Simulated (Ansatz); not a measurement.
Sb: pressure against volume, fitted

```xyz
2
Lattice="2.1506 1.2416 3.7440 -2.1506 1.2416 3.7440 0.0000 -2.4833 3.7440" Properties=species:S:1:pos:R:3 pbc="T T T"
Sb    0.0000    0.0000    2.6242
Sb    0.0000    0.0000    8.6078
```

Atom numbers follow the list: Sb1, Sb2.

Structure: COD 9009654, as refined from experiment and not relaxed.

Spin–orbit coupling is left out, though it moves levels of the heavy atoms by tenths of an eV or more.

Computed with DFT, LDA, all-electron LAPW, scalar-relativistic in Ansatz 0.2.0.

Sampling and basis: a Γ-centred 12×12×12 k mesh, Fermi–Dirac smearing of 0.03 eV, basis error target 0.5 meV/atom, no spin polarisation.

The cell is scaled evenly. Fractional coordinates are held (clamped ions).

| V (Å³/atom) | P (GPa) |
| --- | --- |
| 28.193 | 3.25 |
| 28.793 | 1.74 |
| 29.393 | 0.39 |
| 29.693 | -0.23 |
| 29.993 | -0.82 |
| 30.293 | -1.37 |
| 30.593 | -1.90 |
| 31.792 | -3.73 |

Q: Fit a third-order Birch–Murnaghan curve to the pressures.

A: P = (3B0/2)(y^(7/2) − y^(5/2))[1 + (3/4)(B0′ − 4)(y − 1)] with y = (V0/V)^(2/3) fits within 0.01 GPa for V0 = 29.579 Å³/atom, B0 = 60.8 GPa and B0′ = 4.50.

Q: Predict the pressure at the withheld volume, 31.192 Å³/atom.

A: There y = 0.9652, so the fit gives -2.87 GPa; the run gave -2.86 GPa.
